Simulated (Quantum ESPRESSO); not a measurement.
**Band energies of Li**

```xyz
1
Lattice="-1.7197 1.7197 1.7197 1.7197 -1.7197 1.7197 1.7197 1.7197 -1.7197" Properties=species:S:1:pos:R:3 pbc="T T T"
Li     0.0000     0.0000     0.0000
```

norm-conserving PBEsol (Quantum ESPRESSO, 74 Ry, without SOC); path ΓHNΓPH,PN; energies in eV from the Fermi level.

| k (1/Å) | point | band 1 | band 2 | band 3 | band 4 | band 5 |
|---|---|---|---|---|---|---|
| 0.00 | Γ | -45.97 | -3.57 | 14.64 | 14.64 | 14.64 |
| 0.43 |  | -45.96 | -3.04 | 12.27 | 12.27 | 13.71 |
| 0.86 |  | -45.95 | -1.43 | 8.89 | 8.89 | 11.31 |
| 1.40 |  | -45.94 | 2.18 | 6.19 | 6.19 | 8.45 |
| 1.83 | H | -45.93 | 5.51 | 5.51 | 5.51 | 7.75 |
| 2.37 |  | -45.94 | 2.34 | 4.09 | 6.57 | 10.42 |
| 2.80 |  | -45.95 | 0.63 | 3.37 | 8.83 | 11.78 |
| 3.12 | N | -45.95 | 0.24 | 3.23 | 10.37 | 11.84 |
| 3.23 |  | -45.95 | 0.04 | 3.52 | 10.41 | 11.87 |
| 3.76 |  | -45.96 | -2.38 | 8.68 | 11.81 | 13.04 |
| 4.20 |  | -45.97 | -3.43 | 13.72 | 14.01 | 14.41 |
| 4.41 | Γ | -45.97 | -3.57 | 14.64 | 14.64 | 14.64 |
| 4.71 |  | -45.96 | -3.32 | 13.26 | 13.60 | 13.60 |
| 5.10 |  | -45.96 | -2.21 | 9.71 | 9.71 | 10.78 |
| 5.60 |  | -45.95 | 0.42 | 5.51 | 5.51 | 8.91 |
| 5.99 | P | -45.95 | 3.37 | 3.37 | 3.37 | 8.41 |
| 6.36 |  | -45.95 | 2.42 | 2.42 | 5.75 | 9.40 |
| 6.83 |  | -45.94 | 2.67 | 2.67 | 6.06 | 13.04 |
| 7.20 |  | -45.94 | 3.98 | 3.98 | 5.70 | 10.32 |
| 7.57 | H | -45.93 | 5.51 | 5.51 | 5.51 | 7.75 |
| 7.57 | P | -45.95 | 3.37 | 3.37 | 3.37 | 8.41 |
| 7.98 |  | -45.95 | 1.21 | 3.31 | 6.75 | 9.07 |
| 8.49 | N | -45.95 | 0.24 | 3.23 | 10.37 | 11.84 |

A metal at this level: along this path band 2 crosses the Fermi level.

Geometry of the Materials Project entry, not relaxed at this level.
